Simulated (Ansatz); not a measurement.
# Ta4N3: ideal shear of a crystal plane

Theory: DFT PBEsol, scalar-relativistic, plane waves, PAW (Ansatz). The runs took a 420 eV cutoff, a Γ-centred 9×9×5 mesh and Gaussian smearing (0.15 eV). Spin–orbit coupling is left out, which can shift energies with elements as heavy as these. No spin polarisation. Energies are free energies at this smearing, counted from the undisturbed cell; pressure is positive in compression.

Zero of the scan (relaxed at this level; it needn't be the usual structure):

```xyz
14
Lattice="-4.3571 0.0000 0.0000 0.0000 -4.3571 0.0000 0.0000 0.0000 8.5454" Properties=species:S:1:pos:R:3 pbc="T T T"
Ta   -2.1786    0.0000    5.2947
Ta    0.0000   -2.1786    1.0220
Ta    0.0000    0.0000    7.5229
Ta   -2.1786   -2.1786    3.2503
Ta   -2.1786    0.0000    1.0220
Ta    0.0000   -2.1786    5.2947
Ta   -2.1786   -2.1786    7.3391
Ta    0.0000    0.0000    3.0665
N    -2.1786    0.0000    3.1584
N     0.0000   -2.1786    7.4310
N     0.0000    0.0000    5.2947
N    -2.1786   -2.1786    1.0220
N     0.0000   -2.1786    3.1584
N    -2.1786    0.0000    7.4310
```

The cut lies on the cell's a–b face, a (0 0 1) plane (indices in the standard cell, whose axes needn't be the Cartesian ones shown) of area 18.98 Å², between layers 2.04 Å apart. Vector c is tilted by f times 1·a − 1·b (length 6.162 Å) with the atoms' Cartesian places fixed: one unrelaxed fault a cell. The traction is dγ/du, the slope of γ against the slip u in Å. Some rows repeat others by symmetry and weren't run.

```csv
f,γ (mJ/m²),traction (GPa)
0.0000,0,0.0
0.0833,769,29.0
0.1667,2702,40.3
0.2500,3875,-4.4
0.3333,2521,-37.4
0.4167,953,-20.5
0.5000,436,0.0
0.5833,953,20.5
0.6667,2521,37.4
0.7500,3875,4.4
0.8333,2702,-40.3
0.9167,769,-29.0
```

**Question.** Read off the first barrier and the stress needed to climb it, and compare with Frenkel's sinusoid.

**Answer.** The traction changes sign between f = 0.167 and 0.250, so by linear interpolation the first maximum lies at f = 0.242, a slip of 1.49 Å, with γ ≈ 3879 mJ/m², which stands in for the unstable fault energy γ_us, and the steepest sampled slope before it is 40.3 GPa. A sinusoid γ = γ_us sin²(πu/λ) with its maximum there has λ = 2.98 Å and a largest slope πγ_us/λ = 40.9 GPa (1 mJ/m² per Å = 0.01 GPa).

**Question.** Is there a metastable fault on this line?

**Answer.** The samples dip to a local minimum of 436 mJ/m² at f = 0.500. If it survives relaxation and slip across the line, it is a planar fault that lets a dislocation split into partials, more widely the lower its energy (an antiphase boundary, where the slip puts unlike atoms in each other's places).

The cut is rigid; relaxing the faces lowers these energies and usually the stresses.

In a metal these slopes depend on the k mesh and the smearing.

Cost: 7 runs of about 4.5 core-minutes in all, on AMD EPYC 9R45 (Zen 5) (shared hosts).